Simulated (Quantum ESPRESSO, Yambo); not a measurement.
G0W0 results for AgNO3

```
AgNO3
1.0
    2.57512     1.48675     2.78400
   -2.57512     1.48675     2.78400
    0.00000    -2.97349     2.78400
N O Ag
1 3 1
Direct
  0.57549   0.57549   0.57549
  0.43617   0.43617   0.86140
  0.86140   0.43617   0.43617
  0.43617   0.86140   0.43617
  0.99214   0.99214   0.99214
```

Cell and atoms were relaxed with PBE+D3(BJ) from Materials Project entry mp-8196, within its symmetry.

Starting point: PBEsol (Quantum ESPRESSO, PseudoDojo norm-conserving, 84 Ry, scalar-relativistic). G0W0 in Yambo: 4×4×4 Γ-centred k mesh, bands 5 to 132 and a 8 Ry block in the screening, 132 bands in G with the Bruneval-Gonze terminator, plasmon pole fitted at 27.2 eV.

```
Item                                                                              Value
------------------------------------------------------------------------------  -------
PBEsol gap along the band path                                                  1.59 eV
PBEsol gap between the mesh's edge points (L → Z)                               1.59 eV
G0W0 gap between the same points                                                4.27 eV
PBEsol smallest direct gap on the mesh (at Z)                                   2.14 eV
G0W0 direct gap at that point                                                   4.62 eV
smallest G0W0 gap among all computed states (the edges move to other k points)  4.13 eV
```

```csv
k point,band,E PBEsol (eV),E QP (eV),shift (eV),Z
Γ,VB,-0.75,-1.87,-1.12,0.78
Γ,CB,2.00,2.85,0.85,0.84
L,VB,0.00,-1.28,-1.28,0.80
L,CB,2.97,4.67,1.70,0.79
F,VB,-0.22,-1.52,-1.30,0.80
F,CB,2.89,4.60,1.71,0.79
Z,VB,-0.54,-1.63,-1.08,0.78
Z,CB,1.59,2.99,1.40,0.82
```

Energies count from the PBEsol valence-band maximum.

Nearest settings tried, and what they do to the gap: 87 bands in W, 87 bands in G: +45 meV; 7 Ry block (143 vectors against 191): +12 meV. Not varied: mesh. So the settings aren't converged at that level.

Spin-orbit splittings are left out.
